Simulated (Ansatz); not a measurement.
A relaxed cell of La (P6₃/mmc (No. 194)), relaxed on a k-mesh at least as fine as the one used below. Level of theory: PBE (plane waves to 420 eV, PAW, scalar-relativistic; Ansatz, a quantum-chemistry and plane-wave program). Γ-centred k-mesh 10×10×3 on the run's cell (coarser than for final values), Fermi–Dirac smearing 0.05 eV.

```
La
1.0
    3.77035     0.00000     0.00000
   -1.88518     3.26522     0.00000
    0.00000     0.00000    12.08105
La
4
Cartesian
  0.00000   0.00000   0.00000
  0.00000   0.00000   6.04052
  0.00000   2.17681   3.02026
  1.88518   1.08841   9.06079
```

The atoms are displaced by (Å):

```tsv
atom	ux	uy	uz
La1	0.089	0.036	0.062
La2	-0.275	-0.061	-0.147
La3	-0.319	0.153	0.011
La4	-0.046	-0.157	-0.018
```

Task: What forces (eV/Å) and pressure result?

Result: 
| atom | Fx | Fy | Fz |
|---|---|---|---|
| La1 | -0.14 | -0.01 | -0.21 |
| La2 | 0.08 | 0.01 | 0.29 |
| La3 | 0.10 | -0.11 | -0.10 |
| La4 | -0.04 | 0.10 | 0.01 |

Pressure 0.0 GPa.

No spin polarisation in the result.

The run that gave the undisplaced cell could not lose the symmetry of its start; a randomly shaken copy of 4 atoms returns to this structure.
